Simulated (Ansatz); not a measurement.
# What DFT gives for BaZnSbF

```
Ba F Zn Sb
1.0
     4.47077    0.00000    0.00000
     0.00000    4.47077    0.00000
     0.00000    0.00000    9.85033
Ba F Zn Sb
2 2 2 2
Direct
  0.75000 0.75000 0.35079
  0.25000 0.25000 0.64921
  0.25000 0.75000 0.50000
  0.75000 0.25000 0.50000
  0.25000 0.75000 0.00000
  0.75000 0.25000 0.00000
  0.25000 0.25000 0.16604
  0.75000 0.75000 0.83396
```

Single point in Ansatz 0.2.0 with r2SCAN, no spin polarisation. Cutoff 500 eV, PAW datasets, 6×6×3 Γ-centred k mesh, fermi-dirac filling (width 0.1 eV).

**Question.** What do density and ELF say about some of the short contacts?

**Answer.** Ba–F at 2.68 Å: least valence density 0.20 e/Å³ and ELF 0.07 there. Zn–Sb at 2.77 Å: least valence density 0.29 e/Å³ and ELF 0.43 there. Zn–Zn at 3.16 Å: least valence density 0.13 e/Å³ and ELF 0.24 there. Both are smooth PAW fields, read partly inside the augmentation spheres.

**Question.** Is there a gap?

**Answer.** It is a metal on this mesh, though the bands barely overlap, with about 0.26 states/eV a cell as the mean within 0.25 eV of the Fermi level, mostly Sb p (85 %).

**Question.** Is it stable against the elements?

**Answer.** -2.01 eV an atom against the elements' usual phases (free molecules for gases, crystals otherwise, with no correction for O₂ or N₂), so it is bound against them; other compounds may still compete. Relaxing would lower it.

**Question.** Where is the largest force?

**Answer.** The largest is on Sb7 (and as large on other atoms): 0.18 eV/Å, components (0.00, 0.00, -0.18). It makes 54° with the line to a nearest neighbour, Zn5 at 2.77 Å.

**Question.** Is the cell too large or too small?

**Answer.** The pressure is -1.0 GPa (compression positive), so with the atoms held at these fractions the cell would first shrink.

Origin: a database entry at a rescaled volume.
